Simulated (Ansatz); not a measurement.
A relaxation computed with Ansatz, from input to last step.

```yaml
crystal:
  lattice:
    - [3.7084828753, 0.0, 0.0]
    - [0.0, 3.7084828753, 0.0]
    - [0.0, 0.0, 3.7084828753]
  atoms:
    - { symbol: K, position: [0.0, 0.0, 0.0] }
    - { symbol: Mn, position: [0.5, 0.5, 0.5], spin: 4.63 }
basis:
  ecutwfc: 420
kpoints:
  mp_grid: { grid: [6, 6, 6] }
hamiltonian:
  xc: pbe
scf:
  occupations: { method: gaussian, width: 0.1 }
  lower_state_search: "off"
output:
  forces: true
  stress: true
  eigenvalues: true
  populations: true
magnetization:
  spin_polarized: true
relax:
  adjacent_minimum: "off"
  f_tol: 0.04
  max_steps: 70
  cell: { stress_tol: 0.4 }
```

```bash
ansatz run input.yaml --threads 1 --pin off --max-ram 2560MiB --backend cpu --events-out ev --progress --plain --runs-dir out
```

Computed with Ansatz 0.2.0, DFT PBE, scalar-relativistic, plane waves, PAW.

Of 7 frames 6 are shown, positions in Å and forces in eV/Å; the SCF threshold varies from step to step. Steps run on the plane waves of an earlier cell, with a Pulay correction in the pressure. The basis is chosen afresh for the last frame, the zero of the energies, and at times for earlier ones too; energy and pressure step there, also at an unchanged geometry. Here that happened at step 5 (-7 meV/atom, 0.4 GPa); the frames before carry an error of that size.

```xyz
2
Lattice="3.7085 0.0000 0.0000 0.0000 3.7085 0.0000 0.0000 0.0000 3.7085" Properties=species:S:1:pos:R:3:forces:R:3 pbc="T T T" step=1 free_energy_over_end_meV_per_atom=184.86 pressure_GPa=7.31
K     0.0000    0.0000    0.0000    0.0000    0.0000    0.0000
Mn    1.8542    1.8542    1.8542    0.0000    0.0000    0.0000
2
Lattice="3.8871 0.0000 0.0000 0.0000 3.8871 0.0000 0.0000 0.0000 3.8871" Properties=species:S:1:pos:R:3:forces:R:3 pbc="T T T" step=2 free_energy_over_end_meV_per_atom=61.35 pressure_GPa=3.33
K     0.0000    0.0000    0.0000    0.0000    0.0000    0.0000
Mn    1.9435    1.9435    1.9435    0.0000    0.0000    0.0000
2
Lattice="4.0666 0.0000 0.0000 0.0000 4.0666 0.0000 0.0000 0.0000 4.0666" Properties=species:S:1:pos:R:3:forces:R:3 pbc="T T T" step=3 free_energy_over_end_meV_per_atom=11.11 pressure_GPa=0.67
K     0.0000    0.0000    0.0000    0.0000    0.0000    0.0000
Mn    2.0333    2.0333    2.0333    0.0000    0.0000    0.0000
2
Lattice="4.1168 0.0000 0.0000 0.0000 4.1168 0.0000 0.0000 0.0000 4.1168" Properties=species:S:1:pos:R:3:forces:R:3 pbc="T T T" step=4 free_energy_over_end_meV_per_atom=8.51 pressure_GPa=0.03
K     0.0000    0.0000    0.0000    0.0000    0.0000    0.0000
Mn    2.0584    2.0584    2.0584    0.0000    0.0000    0.0000
2
Lattice="4.1168 0.0000 0.0000 0.0000 4.1168 0.0000 0.0000 0.0000 4.1168" Properties=species:S:1:pos:R:3:forces:R:3 pbc="T T T" step=5 free_energy_over_end_meV_per_atom=1.78 pressure_GPa=0.45
K     0.0000    0.0000    0.0000    0.0000    0.0000    0.0000
Mn    2.0584    2.0584    2.0584    0.0000    0.0000    0.0000
2
Lattice="4.1539 0.0000 0.0000 0.0000 4.1539 0.0000 0.0000 0.0000 4.1539" Properties=species:S:1:pos:R:3:forces:R:3 pbc="T T T" step=7 free_energy_over_end_meV_per_atom=0.00 pressure_GPa=0.15
K     0.0000    0.0000    0.0000    0.0000    0.0000    0.0000
Mn    2.0770    2.0770    2.0770    0.0000    0.0000    0.0000
```

The start puts this composition into another compound's structure type, which needn't suit it. The cell swells from 25.5 to 35.8 Å³ an atom, so the end can be far from any stable crystal. At the end the space group is Pm-3m (tolerance 0.05 Å).

Time: 21 s on 1 thread of Intel(R) Xeon(R) CPU @ 2.80GHz (Skylake/Cascade Lake), with other jobs on the host, peak memory 0.41 GiB.

The k mesh is coarse. Only parallel moments were tried here.